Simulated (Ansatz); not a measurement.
# A relaxed cell of LaB6 against its rivals

Atoms and cell were relaxed at zero pressure (-4.0 % in volume from the start). The relaxed cell:

```xyz
7
Lattice="4.1550 0.0000 0.0000 0.0000 4.1550 0.0000 0.0000 0.0000 4.1550" Properties=species:S:1:pos:R:3 pbc="T T T"
La    0.0000    0.0000    0.0000
B     0.8298    2.0775    2.0775
B     2.0775    0.8298    2.0775
B     3.3252    2.0775    2.0775
B     2.0775    3.3252    2.0775
B     2.0775    2.0775    0.8298
B     2.0775    2.0775    3.3252
```

Space group Pm-3m (No. 221); conventional cell a = 4.155 Å, b = 4.155 Å, c = 4.155 Å, α = 90.00°, β = 90.00°, γ = 90.00°.

Computed with plane-wave PAW DFT (Ansatz 0.2.0): PBE, 420 eV cutoff, 6×6×6 Γ-centred mesh, gaussian occupations of width 0.034 eV. Spin: none; no U, no spin-orbit coupling.

**Question.** Where does it lie against the elements?

**Answer.** -0.560 eV an atom at 0 K against the elements' lowest computed crystals and the free molecules of gases, with no empirical correction.

**Question.** Is it stable against splitting into other phases?

**Answer.** Among the phases that we computed and relaxed alike, the lowest mixture with other formulas is 29 % B + 71 % LaB$_{4}$ (shares of atoms). The cell lies 156 meV an atom below it, so this formula doesn't split. No lower structure of the same formula is in the table beyond the error of 20 meV, so it is stable at this level.

The start was: a database entry at a slightly scaled volume.

Caveats: differences under 20 meV an atom lie within the error of meshes and cutoff; the relaxation keeps the start's symmetry, so a distorted cell may lie lower.
